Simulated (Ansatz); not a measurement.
Total density of states per atom from DFT-PBE in the program Ansatz with PAW potentials, in 0.25 eV bins, energy from the Fermi level:

```
E (eV) | states/eV/atom
    -4.80 |  0.00
    -4.55 |  0.03
    -4.30 | # 0.08
    -4.05 | # 0.11
    -3.80 | ## 0.14
    -3.55 | ## 0.17
    -3.30 | ### 0.22
    -3.05 | ### 0.24
    -2.80 | #### 0.29
    -2.55 | #### 0.34
    -2.30 | ##### 0.42
    -2.05 | ####### 0.55
    -1.80 | ############ 0.91
    -1.55 | ############ 0.93
    -1.30 | ############ 0.94
    -1.05 | ############### 1.14
    -0.80 | ################# 1.29
    -0.55 | ################ 1.24
    -0.30 | #################### 1.58
    -0.05 | ########################## 2.04
     0.20 | ######################## 1.83
     0.45 | ########### 0.86
     0.70 | ########### 0.84
     0.95 | ################## 1.38
     1.20 | ############################## 2.33
     1.45 | ############################# 2.25
     1.70 | ######################## 1.83
     1.95 | ############################ 2.16
     2.20 | #################### 1.54
     2.45 | ############# 0.98
     2.70 | ######### 0.71
     2.95 | ############ 0.90
     3.20 | ########### 0.84
     3.45 | ########### 0.87
     3.70 | ############ 0.92
     3.95 | ############# 1.05
     4.20 | ############### 1.19
```

Task: Pick the material that matches.
A) YN, rock salt
B) Zr, hcp (Mg type)
C) Be, hcp (Mg type)
D) Y, hcp (Mg type)

Result: D, Y, hcp (Mg type). Within 0.5 eV of the Fermi level: Y 4d 89 %, outside the projected shells 5 %. Projections are on Löwdin-orthogonalised atomic valence shells; empty p or d shells of many metals are not among them.

Space group P6_3/mmc (hcp (Mg type)). The PBE relaxation kept the symmetry of its start. The workflow began spin-polarised and lost its moments. Spin–orbit coupling is left out wherever it is not named.

Potentials: the earlier of the program's two PAW sets.
